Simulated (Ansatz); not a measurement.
Method: r2SCAN, no spin polarisation; PAW, plane waves to 500 eV, 4×4×4 Γ-centred mesh, gaussian occupations (width 0.0137 eV) (Ansatz 0.2.0), atoms fixed.

Computed maps in the lattice plane spanned by a (left to right, 7.01 Å, 21 points from zero) and c (bottom to top, 7.00 Å, 21 points from zero), 90° apart, at height 0.000 along b. The fields are smooth PAW ones with compensation charges, not the true ones near nuclei.

Valence density. Digits on a logarithmic scale: 0 up to 0.03 e/Å³, each further digit a factor of 1.6, 9 from 1.3 e/Å³ up:
```
999643211111112234699
996544321111112234569
665589742111123554456
444899963222247996444
334999983333359999533
223799963344369999522
212467644455458998322
111233345677655654211
111123346999964332111
011123457999975432111
011123457999975432111
111123346999964332111
111245655677654333211
222389985455444676421
222599996344336999732
333599995333338999943
444469974222236999844
665445532111124798556
996543221111112344569
999643221111111234699
999643221111112234699
```

ELF. Ten even steps from '0' (0.03) to '9' (0.93):
```
642221111000023454214
221000000111100002211
220045400132000100122
420454640143005663024
520541550254026346005
510465620454016236104
410034201332104665003
210000022111100220001
001112431233211000010
001346531388312443210
001234421388313564310
001000011233213421110
210002200111122000001
430056640123310243001
540163261045402656401
550064362045205514502
442036650034104645402
222100100023100454002
211220000111100000012
641245432000011112224
962245542000024554226
```

Q: The cell is Rb2Na4Cu. Which atoms lie within 0.2 Å of this plane, and where (fractions of a and c)?

A: Na at (0.23, 0.77), Na at (0.27, 0.27), Na at (0.77, 0.23), Na at (0.73, 0.73), Cu at (0.00, 0.00), Cu at (0.50, 0.50). The whole cell:
```
Na Cu Rb
1.0
     0.00000    7.00668    0.00000
     7.56161   -3.50334    0.00000
     0.00000    0.00000   -6.99695
Na Cu Rb
8 2 4
Direct
  0.14960 0.29920 0.00000
  0.35040 0.70080 0.50000
  0.85040 0.70080 0.00000
  0.64960 0.29920 0.50000
  0.23400 0.00000 0.76800
  0.26600 0.00000 0.26800
  0.76600 0.00000 0.23200
  0.73400 0.00000 0.73200
  0.00000 0.00000 0.00000
  0.50000 0.00000 0.50000
  0.35840 0.71680 0.00000
  0.14160 0.28320 0.50000
  0.64160 0.28320 0.00000
  0.85840 0.71680 0.50000
```

Origin: a known structure type with other elements, at an estimated volume, so it need not be a known compound. Caveats: atoms or cell far from equilibrium.
